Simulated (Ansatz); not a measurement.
**LaInAu: input and output**

The input, for Ansatz 0.2.0 (plane waves, PAW):

```yaml
crystal:
  lattice:
    - [7.78635, 0.0, 0.0]
    - [-3.893175, 6.743179, 0.0]
    - [0.0, 0.0, 4.348143]
  atoms:
    - { symbol: Au, position: [0.0, 0.0, 0.5] }
    - { symbol: In, position: [0.245, 0.0, 0.0] }
    - { symbol: In, position: [0.755, 0.755, 0.0] }
    - { symbol: In, position: [0.0, 0.245, 0.0] }
    - { symbol: Au, position: [0.3333, 0.6667, 0.0] }
    - { symbol: Au, position: [0.6667, 0.3333, 0.0] }
    - { symbol: La, position: [0.585, 0.0, 0.5] }
    - { symbol: La, position: [0.415, 0.415, 0.5] }
    - { symbol: La, position: [0.0, 0.585, 0.5] }
  symmetry: { tolerance: 0.0003 }
kpoints:
  mp_grid: { grid: [5, 5, 8], shift: [0, 0, 0] }
  band_path:
    path:
      - [0.0, 0.0, 0.0]
      - [0.5, 8.0e-08, 0.0]
      - [0.33333333, 0.33333341, 0.0]
      - [0.0, 0.0, 0.0]
      - [0.0, 0.0, 0.5]
      - [0.5, 8.0e-08, 0.5]
      - [0.33333333, 0.33333341, 0.5]
      - [0.0, 0.0, 0.5]
    npoints: 7
magnetization:
  noncollinear: true
  spin_orbit: true
scf:
  occupations: { method: fermi_dirac }
  lower_state_search: "off"
  max_iter: 200
hamiltonian:
  pseudopotentials: { kind: paw_fr }
  xc: r2scan
basis:
  ecutwfc: 500
  fft_grid_basis: typed
output:
  forces: true
  stress: true
  eigenvalues: true
  bader: true
  populations: true
  elf: true
  write_potential: true
  volumetric_format: npy
  dos:
    e_range: [-12, 8]
    de: 0.05
    projected: { site_lists: { Au: [Au], In: [In], La: [La] } }
    method: { smearing: { sigma: 0.1, scheme: gaussian } }
checkpoint:
  read: saved_state
```

The saved state is an earlier solution for the same cell, perhaps on another mesh. The state carries no moments; the state need not be the lowest.

Parts of the output:

```
SCF iter   1: F=-74982.2549 eV  Δρ=2.02e-3  dr2=7.27e-3  dr2_τ=9.69e-2  dr2_m=0.00e0 (ungated)  |M|=0.00e0 ∫|m|=0.00e0 μB
SCF iter   2: F=-74982.2761 eV  Δρ=1.21e-3  dr2=1.66e-3  dr2_τ=1.97e-4  dr2_m=0.00e0 (ungated)  |M|=0.00e0 ∫|m|=0.00e0 μB
SCF iter   3: F=-74982.2766 eV  Δρ=7.94e-4  dr2=7.31e-4  dr2_τ=5.80e-5  dr2_m=0.00e0 (ungated)  |M|=0.00e0 ∫|m|=0.00e0 μB
SCF iter   4: F=-74982.2770 eV  Δρ=1.31e-4  dr2=7.77e-5  dr2_τ=8.79e-7  dr2_m=0.00e0 (ungated)  |M|=0.00e0 ∫|m|=0.00e0 μB
SCF iter   5: F=-74982.2768 eV  Δρ=4.56e-5  dr2=9.71e-6  dr2_τ=1.31e-7  dr2_m=0.00e0 (ungated)  |M|=0.00e0 ∫|m|=0.00e0 μB
SCF iter   6: F=-74982.2768 eV  Δρ=1.72e-5  dr2=9.26e-7  dr2_τ=3.57e-8  dr2_m=0.00e0 (ungated)  |M|=0.00e0 ∫|m|=0.00e0 μB
SCF iter   7: F=-74982.2768 eV  Δρ=5.81e-6  dr2=9.97e-8  dr2_τ=3.28e-9  dr2_m=0.00e0 (ungated)  |M|=0.00e0 ∫|m|=0.00e0 μB
Magnetization: |M| = 0.0000 μB,  M = (+0.0000, +0.0000, +0.0000) μB
Absolute magnetization: 0.0000 μB (∫|m|)
  site 0: m = (+0.0000, +0.0000, +0.0000) μB, |m| = 0.0000 μB  (R = 1.19 Å)
  site 1: m = (+0.0000, +0.0000, +0.0000) μB, |m| = 0.0000 μB  (R = 1.19 Å)
  site 2: m = (+0.0000, +0.0000, +0.0000) μB, |m| = 0.0000 μB  (R = 1.19 Å)
  site 3: m = (+0.0000, +0.0000, +0.0000) μB, |m| = 0.0000 μB  (R = 1.19 Å)
  site 4: m = (+0.0000, +0.0000, +0.0000) μB, |m| = 0.0000 μB  (R = 1.24 Å)
  site 5: m = (+0.0000, +0.0000, +0.0000) μB, |m| = 0.0000 μB  (R = 1.24 Å)
  site 6: m = (+0.0000, +0.0000, +0.0000) μB, |m| = 0.0000 μB  (R = 1.32 Å)
  site 7: m = (+0.0000, +0.0000, +0.0000) μB, |m| = 0.0000 μB  (R = 1.32 Å)
  site 8: m = (+0.0000, +0.0000, +0.0000) μB, |m| = 0.0000 μB  (R = 1.32 Å)
Free energy (F): -74982.2768 eV
Harris-Foulkes:  -74982.2768 eV  (|F-HF|=4.18e-8)
Internal energy: -74982.1271 eV  (E = F + TS)
E sigma→0 (E₀):  -74982.2019 eV
Entropy (-TS):   -0.1497 eV (-16.636 meV/atom)
Fermi energy:    13.7465 eV
--- Per-component energies (eV) ---
  E_band       = -1151.1516
  E_kinetic    = 3119.0281
  E_local      = -11821.3944  (includes V_loc(G=0)·N_el)
  E_nonlocal   = 1557.7862
  E_hartree    = 4919.9155
  E_xc         = -1660.2148
  E_vxc        = -1733.9081  (∫ρ·V_xc dr)
  E_paw        = -57877.1160  (= ΣΔE_a)
  E_vpaw       = -2224.7851  (= ΣTr[D̂ρ^β])
  E_aug_tail   = 0.0021  (compensation charges beyond the density's cutoff)
  E_vtau       = 112.2898  (kinetic-family band-sum trace: ∫τ·v_τ [+ j·A + Jᵃ·Aᵃ] dr)
  E_ewald      = -13222.6787
  E_core_change = 2.5449  (= ΣΔE_core)
  E_smearing   = -0.1497  (= −TS)
--- Forces (eV/Å), atoms counted from 1 ---
  atom   1  Au     0.0000     0.0000     0.0000
  atom   2  In     0.0163     0.0000     0.0000
  atom   3  In    -0.0081    -0.0141     0.0000
  atom   4  In    -0.0081     0.0141     0.0000
  atom   5  Au     0.0000     0.0000     0.0000
  atom   6  Au     0.0000     0.0000     0.0000
  atom   7  La     0.0061     0.0000     0.0000
  atom   8  La    -0.0030    -0.0053     0.0000
  atom   9  La    -0.0030     0.0053     0.0000
--- Stress (GPa, compression-positive) ---
       -0.1790       0.0000       0.0000
        0.0000      -0.1790       0.0000
        0.0000       0.0000      -0.5282
  P = ⅓ Tr σ = -0.2954 GPa (-2.954 kbar)
--- Löwdin populations: 9 sites ---
  site symbol       q [e]
     0     Au     18.3392
     1     In     13.5730
     2     In     13.5730
     3     In     13.5730
     4     Au     18.4625
     5     Au     18.4625
     6     La     10.8284
     7     La     10.8284
     8     La     10.8284
  spilling = 0.0041 (of n_electrons = 129.0000)
```

Origin: a database entry at a rescaled volume. Caveats: started without moments under time reversal, so no moment could form; f levels without a U or exact exchange are poorly placed.
